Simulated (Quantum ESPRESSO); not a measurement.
# Ru3Ag3IrTa: one composition in several site orders

Computed values, not a measurement. The program is pw.x of Quantum ESPRESSO 7.5 (plane-wave density functional theory). The cell is made up: eight metal atoms on a hexagonal close-packed lattice, with elements, volume, strain and displacements drawn at random and not relaxed, so it may be unstable or far from any real phase. PseudoDojo standard norm-conserving files set the functional (PBE unless stated); there is no spin polarisation or spin-orbit coupling, the Fermi-Dirac width of 0.25 eV means electrons at about 2900 K, and the masses in the input are unused placeholders. Heavy elements are run without spin-orbit coupling, which real alloys of them have. A spin test at this wide smearing found no moment, but such smearing suppresses magnetism that the real alloy may have.

The runs put one composition on the sites in different orders. Cell, positions, cutoff, mesh and smearing stay as in the input of run 1; sites are counted in its order. Stress in the tables is positive in tension.

Input of run 1:

```
&control calculation='scf', pseudo_dir='./dojo.nc.sr.pbe.v0_5.standard.upf', outdir='./o', disk_io='minimal', tprnfor=.true., tstress=.true. /
&system ibrav=0, nat=8, ntyp=4, nbnd=82, ecutwfc=84.00895049, nosym=.true., tot_charge=0,
 occupations='smearing', smearing='fd', degauss=0.0183746611
/
&electrons conv_thr=1.470e-08, electron_maxstep=70, mixing_beta=0.5 /
ATOMIC_SPECIES
Ag 1.0 Ag.upf
Ir 1.0 Ir.upf
Ru 1.0 Ru.upf
Ta 1.0 Ta.upf
CELL_PARAMETERS angstrom
0.0 4.811 0.0
2.7776 0.0 4.4878
2.7776 0.0 -4.4878
ATOMIC_POSITIONS angstrom
Ru -0.0021 0.0383 -0.0113
Ru 2.7605 -0.0574 0.0321
Ag 2.781 1.5727 -2.308
Ir 2.7956 1.6085 2.2494
Ru 1.3999 2.4009 0.0084
Ag 4.1311 2.349 0.0101
Ta 1.3563 4.025 -2.2059
Ag 1.4191 4.0134 2.2488
K_POINTS automatic
5 5 5 1 1 1
```

| run | elements on sites 1 to 8 | free energy less that of run 1 (eV) | -TS (eV) | pressure (GPa) | stress xx (GPa) | stress yy (GPa) | stress zz (GPa) | stress yz (GPa) | stress xz (GPa) | stress xy (GPa) | iterations |
| --- | --- | --- | --- | --- | --- | --- | --- | --- | --- | --- | --- |
| 1 | Ru Ru Ag Ir Ru Ag Ta Ag | 0.000 | -1.535 | 10.71 | -12.52 | -9.68 | -9.93 | -0.43 | 2.05 | 0.16 | 17 |
| 2 | Ru Ir Ag Ru Ru Ag Ag Ta | 0.026 | -1.537 | 10.56 | -12.35 | -9.91 | -9.43 | 0.73 | 1.95 | -0.14 | 16 |
| 3 | Ru Ir Ta Ru Ag Ru Ag Ag | 0.213 | -1.435 | 9.93 | -8.55 | -11.52 | -9.71 | 0.30 | 0.21 | -0.67 | 17 |
| 4 | Ta Ir Ag Ag Ag Ru Ru Ru | -0.081 | -1.574 | 10.95 | -9.44 | -13.52 | -9.89 | 0.05 | -0.04 | -0.66 | 17 |
| 5 | Ru Ru Ag Ru Ag Ta Ag Ir | 0.280 | -1.628 | 10.76 | -13.13 | -7.10 | -12.05 | -1.20 | -1.93 | -0.96 | 17 |
| 6 | Ag Ag Ru Ru Ta Ag Ru Ir | 0.159 | -1.558 | 10.56 | -11.84 | -9.52 | -10.31 | -0.18 | 0.02 | -0.27 | 16 |

Forces Fx Fy Fz (eV/Å):

```
site             run 1             run 2             run 3             run 4              run 5              run 6
   1  0.52 -0.86 -0.63  0.21 -0.82 -0.48   -0.57 0.35 0.52  -0.80 -1.68 0.00  -0.38 -0.61 -0.40   -0.16 -0.81 0.27
   2   -0.16 0.35 0.00   -0.39 0.53 0.27   0.84 1.35 -0.56   0.59 0.27 -0.43     0.47 0.56 0.01    0.32 0.52 -0.50
   3    0.35 0.32 0.94   -0.20 0.35 0.84  -0.22 -0.67 0.55    0.02 0.56 1.17     0.13 0.06 0.97     0.16 0.28 0.84
   4   0.51 -0.25 0.14  -0.90 -0.17 0.17  -0.28 -0.72 0.01  -0.28 0.27 -0.11  -1.08 -0.30 -0.09   -0.11 -0.04 0.03
   5  -0.19 0.00 -0.73  -0.21 -0.14 0.26  -0.20 0.02 -0.25  0.06 -0.08 -0.23  -0.21 -0.12 -0.14   -0.43 0.35 -0.03
   6   0.23 0.38 -0.44   0.33 0.30 -0.31   0.44 0.34 -0.11   0.14 0.51 -0.42    0.24 0.15 -0.84    0.28 0.40 -0.31
   7   -0.40 0.10 0.67  0.77 -0.16 -0.21  0.49 -0.39 -0.61   0.62 0.02 -1.00    0.55 0.03 -0.36    0.44 -0.44 0.48
   8  -0.86 -0.05 0.07   0.38 0.12 -0.54  -0.51 -0.29 0.45   -0.34 0.12 1.03     0.29 0.25 0.86  -0.50 -0.26 -0.77
```

The sites are displaced and not relaxed, so the energy differences mix bonding between neighbours with strain and are not ordering energies. A rerun of one cell of this series at a higher cutoff and on a denser mesh moved values by no more than 0.006 eV in energy, 0.10 GPa in stress and 0.009 eV/Å in force, and a second program with other atomic files agreed on that cell to 2 % rms in force and 0.5 GPa in pressure.